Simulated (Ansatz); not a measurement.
Consider the following.

InGaAs₂:
```
CELL_PARAMETERS angstrom
      4.14315     0.00000     0.00000
      0.00000     4.14315     0.00000
      0.00000     0.00000     5.90468
ATOMIC_POSITIONS crystal
  In 0.00000 0.00000 0.50000
  Ga 0.50000 0.50000 0.00000
  As 0.50000 0.00000 0.76974
  As 0.00000 0.50000 0.23026
```

This is the PBEsol-relaxed structure. Cartesian axes are those of the cell as given.

Q: All from the program Ansatz at the PBEsol level (PAW), unless another level is named. Predict the bulk modulus (Birch–Murnaghan fit).

A: 61.2 GPa.

Q: And the highest zone-centre frequency?

A: 240 cm⁻¹.

Q: What about the elastic constants (relaxed ions, GPa)?

A: C11 = 111, C12 = 25.5, C13 = 46.6, C33 = 92.5, C44 = 42.7, C66 = 22.1.

Space group P-4m2. The workflow started from a Materials Project entry (that database holds measured and hypothetical structures alike); the Crystallography Open Database copy checked does not list it. With In and Ga taken as one species the cell has the higher symmetry F-43m, so it may be an ordered model of a mixed-site phase. Whether it is the stable phase at ambient conditions was not checked. Symmetry was held in the PBEsol relaxation; whether a distortion lowers the energy is not shown. As this level gives no gap, shear constants depend on the k-mesh and smearing (Fermi–Dirac, 0.1 eV here). As this level gives no gap, phonon frequencies hold no LO–TO term and depend on the k-mesh and smearing (Fermi–Dirac, 0.1 eV here).

Potentials: the later of the program's two PAW sets.
